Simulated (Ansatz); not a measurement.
# Random displacements in Si₇Ge

The calculation used DFT PBEsol, scalar-relativistic, plane waves, PAW in Ansatz 0.2.0. The runs took a 420 eV cutoff, a Γ-centred 6×6×6 mesh and Gaussian smearing (0.03 eV). No spin polarisation. Energies are free energies at this smearing, counted from the undisturbed cell; pressure is positive in compression.

Reference structure (as given, not relaxed at this level, and it needn't be the usual structure):

```yaml
crystal:
  lattice:
    - [5.46540, 0.00000, 0.00000]
    - [0.00000, 5.46540, 0.00000]
    - [0.00000, 0.00000, 5.46540]
  atoms:
    - { symbol: Si, position: [0.25262, 0.25262, 0.25262] }
    - { symbol: Si, position: [0.00000, 0.50000, 0.50000] }
    - { symbol: Si, position: [0.50000, 0.50000, 0.00000] }
    - { symbol: Si, position: [0.50000, 0.00000, 0.50000] }
    - { symbol: Si, position: [0.74738, 0.25262, 0.74738] }
    - { symbol: Si, position: [0.74738, 0.74738, 0.25262] }
    - { symbol: Si, position: [0.25262, 0.74738, 0.74738] }
    - { symbol: Ge, position: [0.00000, 0.00000, 0.00000] }
```

The atoms are displaced (Å, in the unstrained cell):

```
atom ux uy uz
 Si1  -0.012  -0.141  -0.070
 Si2   0.106  -0.017   0.496
 Si3  -0.008  -0.028  -0.081
 Si4   0.204   0.036   0.025
 Si5   0.194   0.269   0.075
 Si6  -0.406   0.099  -0.004
 Si7   0.183  -0.307  -0.212
 Ge8  -0.261   0.089  -0.230
```

Strain (Voigt, engineering shear): (0.0239, 0.0257, -0.0412, -0.0278, 0.0261, -0.0218).

(1) What are the energy change, the stress and the forces?

Results:

(1) ΔE = 829.6 meV/atom; stress (xx, yy, zz, yz, xz, xy; compression positive) (13.51, 11.78, 8.11, 1.25, -2.57, 6.69) GPa.
```tsv
atom	Fx (eV/Å)	Fy	Fz
Si1	-0.31	0.13	0.62
Si2	-0.13	0.78	-8.62
Si3	-1.07	-0.77	1.77
Si4	-3.10	3.47	2.78
Si5	-6.17	-4.27	1.77
Si6	4.10	-2.63	-2.73
Si7	4.57	6.22	2.07
Ge8	2.10	-2.93	2.34
```

Cost: 1 run of about 1 core-minutes, on Arm Neoverse V2 (shared hosts).